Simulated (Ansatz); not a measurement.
The start is a relaxed TaAs cell, doubled along one cell vector, shaken by Gaussian noise of σ = 0.08 Å a coordinate. A full variable-cell relaxation at zero pressure is run with PBE (plane waves to 420 eV, PAW, scalar-relativistic; Ansatz, a program for electronic structure). The first steps use a coarse 4×7×7 k-mesh.

Initial structure:
```
TaAs
1.0
   11.23951     6.48913     2.31205
   -5.61975     3.24457     1.15602
    0.00000    -6.48913     1.15602
Ta As
6 6
Direct
  0.49839   0.97093   0.71243
  0.97302   0.95083   0.69429
  0.50064   0.77966   0.01759
  0.97471   0.69273   0.93488
  0.36040   0.93786   0.95097
  0.88152   0.97783   0.98481
  0.12261   0.23490   0.58221
  0.62077   0.24615   0.60790
  0.13198   0.60934   0.26531
  0.64128   0.62908   0.26717
  0.31685   0.29018   0.30041
  0.83067   0.29456   0.31654
```

- Energy released: 0.57 eV/atom
- Volume change: -16.6 %, from 21.08 to 17.59 Å³/atom
- Relative to the parent: It does not go back: it reaches P-6m2 (No. 187), AFLOW prototype AB_hP2_187_d_a (B_h, as in WC), 0.45 eV/atom below the parent
- Optimiser moves: 25

Final values are on a 16×16×13 k-mesh of the relaxed cell. The start holds a very short contact (As–Ta 2.42 Å). No spin polarisation in the result.

The relaxed structure here is a generated cell of TaAs: the first start was made by placing the elements on the sites of a structure type, and the end was not matched to a known phase here, so it may be hypothetical. Known forms of TaAs include space group No. 109.
